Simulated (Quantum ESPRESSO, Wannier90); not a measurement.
# Wannierisation of ZrN (NiAs type)

```xyz
4
Lattice="3.1872 0.0000 0.0000 -1.5936 2.7602 0.0000 0.0000 0.0000 5.4902" Properties=species:S:1:pos:R:3 pbc="T T T"
Zr     1.5936    -0.9201     1.3725
Zr    -1.5936     0.9201    -1.3725
N      0.0000     0.0000     0.0000
N      0.0000     0.0000     2.7451
```

Structure: Materials Project mp-1093992, symmetrised, not relaxed again. Not found in the COD (Crystallography Open Database) copy used, which has the formula in other groups; not checked further. Level: PBEsol, spinors with spin-orbit coupling; pw.x of Quantum ESPRESSO at 68 Ry with PseudoDojo potentials, 6×6×4 k-points, Wannier90. Density: 12×12×6 mesh, cold smearing 0.01 Ry.

Bands 17-20 form an isolated set from -15.86 to -13.35 eV relative to the Fermi level (on the path) and are turned into 4 Wannier functions by minimising the spread from the start: atomic waves N 2s.

Centres (Cartesian, Å; one of the equivalent choices) and spreads:

```
n      x      y      z  spread (Å²)  nearest atom
-  -----  -----  -----  -----------  ------------
1  0.000  0.000  0.000        1.131            N3
2  0.000  0.000  0.000        1.131            N3
3  0.000  0.000  2.745        1.131            N4
4  0.000  0.000  2.745        1.131            N4
```

Ω_I = 4.52 Å², Ω_total = 4.52 Å²; the interpolated bands follow pw.x to 0.1 meV rms on the path. Only this start was tried; a symmetric start can stop on a saddle, and mixtures of these functions could lower the total by at most Ω_total − Ω_I.
